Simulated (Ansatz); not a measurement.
Ca (fcc (Cu type)), relaxed and computed with several functionals in Ansatz (plane waves, PAW). Much of their spread follows the volume that each gives.

| functional | V (Å³/atom) | B₀ by P(V) fit (GPa) |
|---|---|---|
| LDA | 37.99 | 19.1 |
| r²SCAN | 43.12 | 17.9 |
| PBE | 42.18 | 17.4 |
| PBEsol | 40.58 | 17.9 |
| PBE+D3(BJ) | 40.13 | ? |

Problem. Fit a straight line to ln B₀ against ln V and predict the withheld value.

Solution. Least squares on the 4 shown rows: ln B₀ = -0.61 × ln V + (5.158), with a scatter of 2 %. For PBE+D3(BJ) this gives 18.3. The run itself gave 18.3, within the scatter.

All cells were relaxed under the symmetry of their starts (and spin orders); stability against distortions was not tested throughout.

Potentials: the later of the program's two PAW sets.

Ansatz (a first-principles code) is a plane-wave DFT program.
